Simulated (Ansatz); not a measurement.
CdS2 in space group Pa-3 (No. 205; Cd on 4a, S on 8c), PBEsol (plane waves, PAW; program Ansatz). The conduction-band minimum lies on the Γ–R line, 41 % of the way from Γ, with 8 equivalent valleys. Second derivatives d²E/dk² of the lowest band at one valley (eV·Å²), along Cartesian directions:

```json
[
 {"direction": "[100]", "d²E/dk²": "15.07"},
 {"direction": "[010]", "d²E/dk²": "15.07"},
 {"direction": "[001]", "d²E/dk²": "15.07"},
 {"direction": "[110]", "d²E/dk²": "14.89"},
 {"direction": "[101]", "d²E/dk²": "14.89"},
 {"direction": "[011]", "d²E/dk²": "14.89"}
]
```

**Question.** Find the principal effective masses, the density-of-states mass and the conductivity mass.

**Answer.** Off-diagonal terms follow from H_xy = H[110] − (H_xx + H_yy)/2, and m*/mₑ = 7.620 eV·Å² over each eigenvalue: 0.50, 0.50, 0.52. One valley's DOS mass (m₁m₂m₃)^(1/3) = 0.51, conductivity mass 3/(Σ 1/mᵢ) = 0.51 mₑ.

**Question.** What effective density of states Nc follows at 300 K for parabolic valleys?

**Answer.** Nc = 2.509e19 × 8 × (0.51)^(3/2) ≈ 7.3e19 cm⁻³.

The workflow started from a Materials Project entry (that database holds measured and hypothetical structures alike); the Crystallography Open Database copy checked does not list it. Its standing as an ambient phase is unchecked. The PBEsol relaxation kept the symmetry of its start; whether a distortion lowers the energy is not shown. Spin–orbit coupling is left out wherever it is not named.

Potentials: the later of the program's two PAW sets.

Edges and masses are those of Kohn–Sham bands, whose gap is no quasiparticle gap.
